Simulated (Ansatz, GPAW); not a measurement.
Given: the input of a run of GPAW 26.7.0 (ASE script) on ZnBi3. Atoms were shifted at random by some hundredths of an Å from the given cell, which wasn't relaxed again for these runs. The cell comes from a database or a generator and needn't be the stable form of this composition.

File run.py:

```python
from ase.dft.bandgap import bandgap
from ase.io import read, write
from ase.units import GPa
from gpaw import GPAW, PW

atoms = read('ZnBi3.xyz')

calc = GPAW(mode=PW(600),
            xc='PBE',
            kpts={'size': (6, 6, 6), 'gamma': True},
            occupations={'name': 'fermi-dirac', 'width': 0.05},
            nbands=44,
            convergence={'density': 1e-05, 'energy': 1e-05},
            maxiter=150,
            txt='gpaw.txt')
atoms.calc = calc
energy = atoms.get_potential_energy()
forces = atoms.get_forces()
stress = atoms.get_stress()
calc.write('gs.gpw')
write('result.traj', atoms)
print(f'Energy: {energy:.6f} eV')
print('Forces (eV/A):')
print(forces.round(4))
print('Stress (GPa):', (stress / GPa).round(3))
print('Fermi level:', round(calc.get_fermi_level(), 4), 'eV')
print(f'Gap: {bandgap(calc)[0]:.4f} eV, direct: {bandgap(calc, direct=True)[0]:.4f} eV')
```

File ZnBi3.xyz:

```xyz
4
Lattice="4.8731640000 0.0000000000 0.0000000000 0.0000000000 4.8731640000 0.0000000000 0.0000000000 0.0000000000 4.8731640000" Properties=species:S:1:pos:R:3 pbc="T T T"
Bi     2.4427904109      2.4533115720      0.0377718942
Bi     2.4471713854     -0.0484051380      2.4581603702
Bi    -0.0448915868      2.4519617056      2.4345011590
Zn    -0.0043322428      0.0063302400     -0.0150093451
```

Potentials or basis: GPAW PAW data sets (gpaw-data 1.2.1), pw.

Command:

```sh
$ OMP_NUM_THREADS=1 python run.py
```

**Question.** Set up the same calculation for Ansatz 0.2.0. Potentials or basis there: Ansatz PAW, cutoff 420 eV.

**Answer.** As run (cutoffs and basis follow the program's own potentials, and thresholds, step limits or extra output files can differ):

Contents of input.yaml:

```yaml
crystal:
  lattice:
    - [4.873164, 0.0, 0.0]
    - [0.0, 4.873164, 0.0]
    - [0.0, 0.0, 4.873164]
  atoms:
    - { symbol: Bi, position: [0.501274, 0.503433, 0.007751] }
    - { symbol: Bi, position: [0.502173, -0.009933, 0.504428] }
    - { symbol: Bi, position: [-0.009212, 0.503156, 0.499573] }
    - { symbol: Zn, position: [-0.000889, 0.001299, -0.00308] }
hamiltonian:
  xc: pbe
  pseudopotentials: { kind: paw }
kpoints:
  mp_grid: { grid: [6, 6, 6] }
scf:
  occupations: { method: fermi_dirac, width: 0.05 }
output:
  forces: true
  stress: true
  eigenvalues: true
```

Potentials or basis: Ansatz PAW.

Launch:

```sh
$ ansatz run input.yaml --threads 2 --pin off --max-ram 5120MiB --backend cpu --events-out ev --progress --plain --runs-dir out
```

Both were run:

|  | GPAW | Ansatz |
| --- | --- | --- |
| Pressure | -0.1 GPa | 0.1 GPa |
| Largest force | 0.184 eV/Å | 0.186 eV/Å |

Ansatz's pressure holds a Pulay term of +0.04 GPa for its cutoff of 420 eV, which the other run lacks.

Where Ansatz's input types no cutoff or centring, it takes its own default and a Γ-centred mesh.

Pressure is positive in compression.
